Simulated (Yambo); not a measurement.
Material: NaOH (space group P2_1/m, No. 11); a = 3.3674 Å, b = 3.4408 Å, c = 5.3010 Å, α = γ = 90.00°, β = 102.92° (6 atoms in the cell). Cell and atoms were relaxed with PBE+D3(BJ) from Materials Project entry mp-23940, within its symmetry.

With PBEsol (pw.x of Quantum ESPRESSO, ONCV potentials, scalar-relativistic), the gap between the mesh's edge points (Γ → Γ) is 3.305 eV.

Q: What does a G0W0 run in Yambo give for it (4×4×2 Γ-centred k mesh, bands 3 to 117 and a 8 Ry block in the screening, 117 bands in G with the Bruneval-Gonze terminator, plasmon pole fitted at 27.2 eV)?

A: The correction is 2.835 eV, giving 6.139 eV, 1.9 times the PBEsol value.  Nearest settings tried, and what they do to the gap: 76 bands in G: +3 meV; 46 bands in W, 46 bands in G: +102 meV; 7 Ry block (125 vectors against 161): -51 meV. Not varied: mesh. So the settings aren't converged at that level.
